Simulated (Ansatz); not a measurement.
# Li2Ga: enthalpy against pressure

Li2Ga, Cmcm, a = 4.459 Å, b = 9.374 Å, c = 4.292 Å. The structure is a COD entry; whether it is the stable form wasn't checked. Ansatz: PBEsol, PAW, 420 eV, Γ-centred 10×10×8 mesh on 6 atoms, Gaussian smearing 0.10 eV; no spin polarisation. Cell and atoms are relaxed at each pressure, and no other structure is tried, so the rows at high pressure may lie past a change of phase. y is the enthalpy over the state at zero pressure; there V0 = 14.951 Å³/atom. The pressures are the targets, met within 0.03 GPa.

```
P (GPa) y (eV/atom)
   -3.0      -0.2945
    0.0       0.0000
    3.0       0.2693
    8.0       0.6823
   15.0       1.2103
   30.0            ?
   60.0       3.9453
```

Question: Fit y = c1 P + c2 P² + c3 P³ to the other rows, say what c1 and c2 mean, and predict the missing value.

Answer: Least squares on the rows shown. y = 0.093225 P − 0.00097509 P² + 8.6211×10⁻⁶ P³. Since dH/dP = V, c1 is V0: 0.093225 eV/GPa × 160.2 = 14.935 Å³ against 14.951; c2 = −V0/(2B0) gives B0 = 48 GPa, where a Birch–Murnaghan fit to the volumes of the same runs (not shown) gives 35 GPa: a cubic over this range folds the higher terms into c2. Above P = −c2/(3 c3) = 38 GPa the cubic's slope, the volume, would rise with pressure, so the form fails there. At P = 30.0 the fit asked for gives 2.1519 eV/atom. The run gave 2.2180 eV/atom, so the fit is 0.0661 eV/atom too low, 1.6 % of the span of the series, against an rms of 0.0038 eV/atom on the fitted rows. With a term in P⁴ added, a fit to the same known rows predicts 2.2953 eV/atom, which misses by about as much or more on the other side: the known rows don't fix the higher terms.

The mesh isn't the same in all rows (10×10×8, 10×10×10).